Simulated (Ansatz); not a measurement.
A relaxed cell of Sn (I4₁/amd (No. 141)), relaxed on a k-mesh at least as fine as the one used below. These are PBEsol (plane waves to 420 eV, PAW, scalar-relativistic; Ansatz, a quantum-chemistry and plane-wave program) values and carry that method's errors. Γ-centred k-mesh 12×12×8 on the run's cell (coarser than for final values), Fermi–Dirac smearing 0.05 eV.

```xyz
2
Lattice="-2.9166 2.9166 1.5790 2.9166 -2.9166 1.5790 2.9166 2.9166 -1.5790" Properties=species:S:1:pos:R:3 pbc="T T T"
Sn     0.0000     2.9166     0.7895
Sn     0.0000     0.0000     0.0000
```

The atoms are displaced by (Å):

```tsv
atom	ux	uy	uz
Sn1	-0.122	-0.135	0.130
Sn2	-0.045	-0.022	0.081
```

### Question
What forces (eV/Å) and pressure result?

### Answer
```json
[
 {"atom": "Sn1", "Fx": "0.32", "Fy": "0.41", "Fz": "0.01"},
 {"atom": "Sn2", "Fx": "-0.32", "Fy": "-0.41", "Fz": "-0.01"}
]
```

Pressure +0.4 GPa.

No spin polarisation in the result.

The run that gave the undisplaced cell could not lose the symmetry of its start.
